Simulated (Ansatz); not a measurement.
# Two-dimensional P, first-principles data

P:
```yaml
crystal:
  lattice:
    - [3.27073, 0.00000, 0.00000]
    - [0.00000, 4.36603, 0.00000]
    - [0.00000, 0.00000, 31.00000]
  atoms:
    - { symbol: P, position: [0.00000, 0.91893, 0.53406] }
    - { symbol: P, position: [0.50000, 0.58107, 0.53406] }
    - { symbol: P, position: [0.00000, 0.08107, 0.46594] }
    - { symbol: P, position: [0.50000, 0.41893, 0.46594] }
```
The layer is periodic in x and y and isolated along z.

Method: LDA in the plane-wave PAW code Ansatz. Lattice and atoms are relaxed at this level; other levels are named.

### Structure

```json
{
 "In-plane lattice": "a = 3.271 Å, b = 4.366 Å",
 "distance_between_the_outermost_nuclei": "2.11 Å"
}
```

### Electronic structure

```json
{
  "band_gap": "0.56 eV (nearly direct: the direct gap is 0.57 eV)",
  "valence_band_maximum": "on the Γ–X line, 12 % of the way from Γ",
  "conduction_band_minimum": "at Γ",
  "Ionisation potential (Kohn–Sham)": "5.02 eV",
  "Electron affinity (Kohn–Sham)": "4.46 eV",
  "Electron effective mass, in the valley at Γ": "1.2 along x, 0.11 along y (mₑ)",
  "Hole effective mass, in the valley on the Γ–X line, 12 % of the way from Γ": "1.5 along x, 0.10 along y (mₑ)"
}
```

Space group Pmna (puckered). A layer that has been made, often on a substrate. The LDA relaxation kept the symmetry of its start; whether a distortion lowers the energy is not shown.

Potentials: the later of the program's two PAW sets.
